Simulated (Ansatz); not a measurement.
AlP (NiAs type, P6_3/mmc), the program Ansatz at the PBE level (PAW), all energies at zero smearing, with the estimated change up to a 700 eV cutoff added, with one set of potentials and settings (totals compare only within such a set). Cell of 4 atoms (2 Al, 2 P): -2587.891 eV.

| element | reference phase | E (eV/atom) |
|---|---|---|
| Al | Fm-3m, 1 atoms in the cell | -537.5049 |
| P | Cmce, 4 atoms in the cell | -755.6743 |

Formation energy per atom, worked out: (-2587.891 − 2×(-537.5049) − 2×(-755.6743))/4 = -0.383 eV/atom (-37 kJ per mol of atoms), at 0 K, without zero-point energy or fitted corrections.

The start of the workflow was typed in or built on a structure type; neither database checked (COD, Materials Project) lists it. It is not the phase usual at ambient conditions (space group No. 216). The cell was relaxed with PBE under the symmetry of its start; whether a distortion lowers the energy is not shown. The references are the lowest solids computed at this level, not always the standard phases.

Potentials: the later of the program's two PAW sets.
